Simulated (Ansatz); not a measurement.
# Property card for VSi

VSi:
```yaml
crystal:
  lattice:
    - [0.00000, 2.99809, 2.99809]
    - [2.99809, 0.00000, 2.99809]
    - [2.99809, 2.99809, 0.00000]
  atoms:
    - { symbol: V, position: [0.00000, 0.00000, 0.00000] }
    - { symbol: Si, position: [0.25000, 0.25000, 0.25000] }
    - { symbol: V, position: [0.50000, 0.50000, 0.50000] }
    - { symbol: Si, position: [0.75000, 0.75000, 0.75000] }
```
The run is spin-polarised; directions of the spins, atom by atom: ↑ 0 ↓ 0.

Space group Pm-3m (No. 221), CsCl type; conventional cell a = 2.998 Å, b = 2.998 Å, c = 2.998 Å, α = 90.00°, β = 90.00°, γ = 90.00°.

Method: DFT-PBE in the program Ansatz with PAW potentials. The cell and atoms are relaxed at this level. Other levels are named where they apply.

**Cell and energy**

```yaml
volume_per_atom: 13.47 Å³
density: 4.87 g/cm³
Formation energy from the elements (no fitted shifts): -0.15 eV/atom
```

**Electronic structure**

```yaml
electronic_character: metallic (no gap)
Density of states at the Fermi level: 0.45 states/eV per atom (mean over ±0.08 eV)
```

**Magnetism**

```yaml
magnetic_order: antiferromagnetic
net_moment: 0.00 μB per atom
```

**Mechanics**

```yaml
Bulk modulus (Birch–Murnaghan fit): 140 GPa
Pressure derivative B′: 4.2
```

A made-up cell: these elements were put on the sites of a structure type; neither database checked (COD, Materials Project) lists it. Whether it is the stable phase at ambient conditions was not checked. Symmetry was held in the PBE relaxation, as lowered by the spin order; whether a distortion lowers the energy is not shown. The final state is antiferromagnetic, chosen from 3 collinear starts compared on coarse meshes (ties went to the first, and starts can fall back to one state), not a proven ground state. Point labels and valley counts follow the cell and symmetry of the run, lower than the named group. The references are the lowest solids computed at this level, not always the standard phases.

Potentials: the earlier of the program's two PAW sets.
